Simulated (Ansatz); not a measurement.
Input and output for Sr (simple hexagonal type): DFT, LDA, all-electron LAPW, scalar-relativistic (Ansatz 0.2.0). This run: simple hexagonal relaxed under pressure.

The cell comes from a relaxation on PAW files under the same functional, begun from a prototype that needn't be the stable phase.

Command: `ansatz run input.yaml --threads 1 --pin off --max-ram 3584MiB --backend cpu --events-out ev --progress --plain --runs-dir out` It took 9.1 s on 1 thread of Arm Neoverse V1, with other jobs on the host, peak memory 0.25 GiB.

```yaml
crystal:
  lattice:
    - [3.900487712, 0.0, 0.0]
    - [-1.950243856, 3.3779214458, 0.0]
    - [0.0, 0.0, 3.628545828]
  atoms:
    - { symbol: Sr, position: [0.0, 0.0, 0.0] }
kpoints:
  mp_grid: { grid: [11, 11, 10] }
scf:
  occupations: { method: fermi_dirac, width: 0.1 }
hamiltonian:
  xc: lda
  pseudopotentials: { kind: all_electron, lapw: { basis_error: 0.0005 } }
output:
  forces: true
  stress: true
  eigenvalues: true
relax:
  f_tol: 0.005
  max_steps: 12
  cell: { p_target: 0.14, stress_tol: 0.03 }
```

Output:

```
The last accepted step is kept in <dir> (removed where the run ends without a failure and the disk answers)
LAPW: plane waves up to 5.761 Å⁻¹, error target 5.0e-4 eV per atom; small_component_spin mean_spin; Sr in spheres of 1.760 Å, 20 of its electrons in bands, Dirac shells [] (how accurate: hamiltonian.pseudopotentials.lapw.basis_error, Limitations)
Engine: ansatz 0.2.0
Pseudopotentials: kind: all_electron
Pseudopotential: Sr, LAPW, valence charge 20, lapw/all_electron/scalar/gaussian/Sr, Koelling and Harmon's equation, gaussian nucleus
Functional definition: SPW92
  exchange = slater_x
  correlation = pw_c
Crystal: 1 atoms, lattice volume = 47.808 Å³
Basis set: ecut = 126.45958598431481 eV, 151 PW (Γ), exchange–correlation at level 2
Bands: 14, of which v1, the nominal top of the filled ones, is band 10 counted from 1 (9 counted from 0)
Symmetry: 24 space group operations
Space group: P6/mmm (ITA 191), of the structure as read, at distance tolerance 3.6e-5 Å
k-points: 96 of 1210
Non-local potential: Sr, projectors of the file, none
Initial density: superposition of atomic densities (chi_scale 0.1, normalization cell)
Initial wavefunctions: plane waves of lowest kinetic energy (no species holds an atomic orbital)
Functional: x = slater, c = lda
iter 1 solved again at ethr=1.52e-4 eV; its pass at ethr=1.00e-1 eV (dr2=3.03e-2 eV) is discarded
SCF iter   1: F=—  HF=-86419.129655 eV  |F-HF|=—  |Δ(HF+E_count)|=         —  Δρ=5.29e-3  dr2=3.03e-2  ethr=1.52e-4  ⟨swp⟩=3.0  Hψ=8821  notcnv=0
preconditioner: auto → none  [metal: Δε(μ)=0.006 eV  Ē_g=3.505 eV  σ=0.100 eV  W_gap=0.01  n_scr=8 (ndim 8)  ℏωp=7.6 eV  f_vac=0.000  D(μ)=0.89/eV (n_scr^D=2)  sad-step TF]
SCF iter   2: F=—  HF=-86419.130074 eV  |F-HF|=—  |Δ(HF+E_count)|=   4.20e-4  Δρ=4.10e-3  dr2=1.88e-2  ethr=1.52e-4  ⟨swp⟩=2.0  Hψ=4116  notcnv=0
iter 3 solved again at ethr=5.73e-6 eV; its pass at ethr=9.39e-5 eV (dr2=1.15e-3 eV) is discarded
SCF iter   3: F=—  HF=-86419.129419 eV  |F-HF|=—  |Δ(HF+E_count)|=   6.55e-4  Δρ=1.00e-3  dr2=1.15e-3  ethr=5.73e-6  ⟨swp⟩=2.0  Hψ=6894  notcnv=0
SCF iter   4: F=—  HF=-86419.129333 eV  |F-HF|=—  |Δ(HF+E_count)|=   8.65e-5  Δρ=2.75e-5  dr2=3.43e-7  ethr=5.73e-6  ⟨swp⟩=2.0  Hψ=4118  notcnv=0
SCF iter   5: F=—  HF=-86419.129304 eV  |F-HF|=—  |Δ(HF+E_count)|=   2.93e-5  Δρ=1.71e-5  dr2=2.10e-7  ethr=1.72e-9  ⟨swp⟩=3.0  Hψ=4520  notcnv=0
SCF iter   6: F=-86419.129303 eV  HF=-86419.129303 eV  |F-HF|=2.65e-9  |Δ(HF+E_count)|=   1.92e-7  Δρ=1.95e-6  dr2=1.53e-9  ethr=1.05e-9  ⟨swp⟩=2.0  Hψ=4118  notcnv=0
SCF 1 converged in 6 iterations: F = -86419.129303 eV  dr2 = 1.53e-9
relax step   1: F+E_penalty+E_count = -86419.12930345 eV  Δ(F+E_penalty+E_count) = +0.000e0 eV  max|allowed force component| = 0.000e0 eV/Å  Δτ_max = 0.0000 Å  P = +0.138 GPa  Ω = 47.808 Å³  (6 SCF iters, accepted)
Initial density: handed on by an earlier stage of this run
Initial wavefunctions: those handed on with the density
iter 1 solved again at ethr=8.93e-12 eV; its pass at ethr=1.00e-1 eV (dr2=1.79e-9 eV) is discarded
SCF iter   1: F=—  HF=-86419.129303 eV  |F-HF|=—  |Δ(HF+E_count)|=         —  Δρ=1.96e-6  dr2=1.79e-9  ethr=8.93e-12  ⟨swp⟩=5.9  Hψ=7436  notcnv=0
preconditioner: auto → none  [metal: Δε(μ)=0.028 eV  Ē_g=3.480 eV  σ=0.100 eV  W_gap=0.07  n_scr=8 (ndim 8)  ℏωp=7.6 eV  f_vac=0.000  D(μ)=0.92/eV (n_scr^D=8)]
SCF iter   2: F=-86419.129303 eV  HF=-86419.129303 eV  |F-HF|=1.75e-10  |Δ(HF+E_count)|=   2.22e-8  Δρ=9.84e-7  dr2=4.42e-10  ethr=8.93e-12  ⟨swp⟩=3.0  Hψ=4276  notcnv=0
SCF 2 converged in 2 iterations: F = -86419.129303 eV  dr2 = 4.42e-10
relax step   2: F+E_penalty+E_count = -86419.12930345 eV  Δ(F+E_penalty+E_count) = -1.761e-9 eV  max|allowed force component| = 0.000e0 eV/Å  Δτ_max = 0.0000 Å  P = +0.138 GPa  Ω = 47.808 Å³  stress off target by 4.49e-3 GPa  SCF on the basis re-selected at this cell (its energy is not comparable with the rows above)  (2 SCF iters)
basis re-selected at this cell: Δ(F+E_penalty+E_count) = -1.761e-9 eV, ΔP = -0.000 GPa vs the last step (what re-selecting the basis moved, after the strain that the cell walked since its last selection, with what the two solves' SCF thresholds leave and, on support functions, any second-order correction that the steps lacked; it is no measure of the basis error at this ecutwfc). This SCF's stress stands 4.49e-3 GPa from its target on what of the cell is left free (relax.cell.stress_tol is 3.00e-2 GPa) and its largest allowed force component is 0.00e0 eV/Å (relax.f_tol is 5.00e-3 eV/Å): within both
SCF converged after 2 iterations
Free energy (F): -86419.129303 eV
Harris-Foulkes:  -86419.129303 eV  (|F-HF|=1.75e-10)
Internal energy: -86419.096032 eV  (E = F + TS)
E sigma→0 (E₀):  -86419.112668 eV
Entropy (-TS):   -0.033272 eV (-33.272 meV/atom)
Fermi energy:    6.792416 eV
--- Per-component energies (eV) ---
  E_band       = -1284.147766
  E_kinetic    = 88955.155361
  E_xc         = -2761.095705
  E_electrostatic = -172613.155688  (all electrons and nuclei)
  E_smearing   = -0.033272  (= −TS)
  E_closure    = 0.000000  (closes the sum)
  E_atoms      = -86417.441658  (free atoms, spherical and without spin; not in F)
  Σ components = -86419.129303   (vs F -86419.129303, Δ=0.00e0)
  Basis errors (estimates in eV, not in F): energy 2.0e-4 per atom: plane waves 1.9e-4 (1.1e-4 summed), levels above the bands 2.2e-18, relativity 1.4e-9, radial functions 1.4e-5, core shells 4.5e-7; eigenvalues (radial functions only) 1.6e-7; not estimated: angular momenta, meshes, grids; target (lapw.basis_error) 5.0e-4; muffin-tin radii Sr 1.760 Å
--- Forces (eV/Å), atoms counted from 1 ---
  atom   1  Sr     0.00000000     0.00000000     0.00000000
  max |Σ_I F_I| component: 2.05e-33 eV/Å
--- Stress (GPa, compression-positive) ---
        0.138573      -0.000000      -0.000000
       -0.000000       0.138573      -0.000000
       -0.000000      -0.000000       0.135506
  P = ⅓ Tr σ = 0.1376 GPa (1.376 kbar)
--- Band table (eV; the first three rows and the last of 96) ---
  k-point 0: bands = ["-116.7078", "-116.7078", "-116.7029", "-116.7003", "-116.7003", "-29.5608", "-11.4091", "-11.4091", "-11.3570", "3.0751", "7.4566", "9.2317", "9.2317", "12.4908"]
  k-point 1: bands = ["-116.7078", "-116.7078", "-116.7029", "-116.7003", "-116.7003", "-29.5571", "-11.4068", "-11.4049", "-11.4049", "3.2273", "7.5511", "9.2810", "9.2810", "12.1699"]
  k-point 2: bands = ["-116.7078", "-116.7078", "-116.7029", "-116.7003", "-116.7003", "-29.5476", "-11.5344", "-11.3938", "-11.3938", "3.6547", "7.7269", "9.4163", "9.4163", "11.5153"]
  k-point 95: bands = ["-116.7078", "-116.7078", "-116.7029", "-116.7003", "-116.7003", "-29.4879", "-11.7745", "-11.6454", "-11.5762", "6.8428", "7.4813", "8.4301", "8.9557", "11.6206"]
--- Relaxed structure (1 steps of the walk, 1 accepted, 1 SCFs on fresh bases) ---
  F+E_penalty+E_count = -86419.12930345 eV   max|allowed force component| = 0.000e0 eV/Å   (the final SCF, on the basis selected at the relaxed cell)
  cell:  # Å, volume = 47.8081 Å³
    - [3.90048771203404, 0.0, 0.0]
    - [-1.95024385601702, 3.3779214457705207, 0.0]
    - [0.0, 0.0, 3.628545828]
  atoms:
    - { symbol: Sr, position: [0.0, 0.0, 0.0] }
```

Next run (beta tin relaxed under pressure), as changes to the input before:

```diff
   lattice:
-    - [3.900487712, 0.0, 0.0]
-    - [-1.950243856, 3.3779214458, 0.0]
-    - [0.0, 0.0, 3.628545828]
+    - [-3.5244886551, 3.5244886551, 1.8995085201]
+    - [3.5244886551, -3.5244886551, 1.8995085201]
+    - [3.5244886551, 3.5244886551, -1.8995085201]
   atoms:
-    - { symbol: Sr, position: [0.0, 0.0, 0.0] }
+    - { symbol: Sr, position: [-0.375, -0.125, -0.25] }
+    - { symbol: Sr, position: [0.375, 0.125, 0.25] }
 kpoints:
-  mp_grid: { grid: [11, 11, 10] }
+  mp_grid: { grid: [11, 11, 11] }
 scf:
```

Results part of the output:

```
basis re-selected at this cell: Δ(F+E_penalty+E_count) = -1.068e-8 eV, ΔP = +0.000 GPa vs the last step (what re-selecting the basis moved, after the strain that the cell walked since its last selection, with what the two solves' SCF thresholds leave and, on support functions, any second-order correction that the steps lacked; it is no measure of the basis error at this ecutwfc). This SCF's stress stands 1.01e-2 GPa from its target on what of the cell is left free (relax.cell.stress_tol is 3.00e-2 GPa) and its largest allowed force component is 0.00e0 eV/Å (relax.f_tol is 5.00e-3 eV/Å): within both
SCF converged after 2 iterations
Free energy (F): -172838.199582 eV
Harris-Foulkes:  -172838.199582 eV  (|F-HF|=1.31e-8)
Internal energy: -172838.113005 eV  (E = F + TS)
E sigma→0 (E₀):  -172838.156293 eV
Entropy (-TS):   -0.086576 eV (-43.288 meV/atom)
Fermi energy:    6.849863 eV
--- Per-component energies (eV) ---
  E_band       = -2563.523792
  E_kinetic    = 177910.207819
  E_xc         = -5522.346499
  E_electrostatic = -345225.974325  (all electrons and nuclei)
  E_smearing   = -0.086576  (= −TS)
  E_closure    = 0.000000  (closes the sum)
  E_atoms      = -172834.883315  (free atoms, spherical and without spin; not in F)
  Σ components = -172838.199582   (vs F -172838.199582, Δ=0.00e0)
  Basis errors (estimates in eV, not in F): energy 2.1e-4 per atom: plane waves 1.9e-4 (1.1e-4 summed), levels above the bands 1.2e-12, relativity 1.1e-9, radial functions 1.6e-5, core shells 3.8e-7; eigenvalues (radial functions only) 1.7e-7; not estimated: angular momenta, meshes, grids; target (lapw.basis_error) 5.0e-4; muffin-tin radii Sr 1.770 Å
--- Forces (eV/Å), atoms counted from 1 ---
  atom   1  Sr     0.00000000     0.00000000     0.00000000
  atom   2  Sr     0.00000000     0.00000000     0.00000000
  max |Σ_I F_I| component: 0.00e0 eV/Å
--- Stress (GPa, compression-positive) ---
        0.129929       0.000000       0.000000
        0.000000       0.129929      -0.000000
        0.000000      -0.000000       0.138298
  P = ⅓ Tr σ = 0.1327 GPa (1.327 kbar)
--- Band table (eV; the first three rows and the last of 126) ---
  k-point 0: bands = ["-116.5878", "-116.5878", "-116.5838", "-116.5838", "-116.5838", "-116.5838", "-116.5828", "-116.5828", "-116.5789", "-116.5789", "-29.4468", "-29.3723", "-11.6495", "-11.6495", "-11.2876", "-11.2825", "-11.2549", "-11.2549", "3.1802", "6.2796", "7.4700", "7.8559", "8.5374", "10.0416"]
  k-point 1: bands = ["-116.5878", "-116.5878", "-116.5838", "-116.5838", "-116.5838", "-116.5838", "-116.5828", "-116.5828", "-116.5789", "-116.5789", "-29.4453", "-29.3738", "-11.6431", "-11.6428", "-11.2989", "-11.2816", "-11.2646", "-11.2519", "3.2492", "6.3057", "7.4080", "7.8784", "8.4916", "9.9743"]
  k-point 2: bands = ["-116.5878", "-116.5878", "-116.5838", "-116.5838", "-116.5838", "-116.5838", "-116.5828", "-116.5828", "-116.5789", "-116.5789", "-29.4409", "-29.3782", "-11.6240", "-11.6232", "-11.3258", "-11.2926", "-11.2790", "-11.2488", "3.4525", "6.3276", "7.2933", "7.9476", "8.3786", "9.7586"]
  k-point 125: bands = ["-116.5878", "-116.5878", "-116.5838", "-116.5838", "-116.5838", "-116.5838", "-116.5828", "-116.5828", "-116.5789", "-116.5789", "-29.4098", "-29.4083", "-11.7191", "-11.7120", "-11.2899", "-11.2868", "-11.2162", "-11.2106", "5.5466", "5.6941", "7.0374", "7.1411", "8.5271", "8.5274"]
--- Relaxed structure (1 steps of the walk, 1 accepted, 1 SCFs on fresh bases) ---
  F+E_penalty+E_count = -172838.19958164 eV   max|allowed force component| = 0.000e0 eV/Å   (the final SCF, on the basis selected at the relaxed cell)
  cell:  # Å, volume = 94.3829 Å³
    - [-3.5244886551, 3.5244886551, 1.8995085201]
    - [3.5244886551, -3.5244886551, 1.8995085201]
    - [3.5244886551, 3.5244886551, -1.8995085201]
  atoms:
    - { symbol: Sr, position: [-0.375, -0.12500000000000003, -0.25] }
    - { symbol: Sr, position: [0.375, 0.12500000000000003, 0.25] }
```
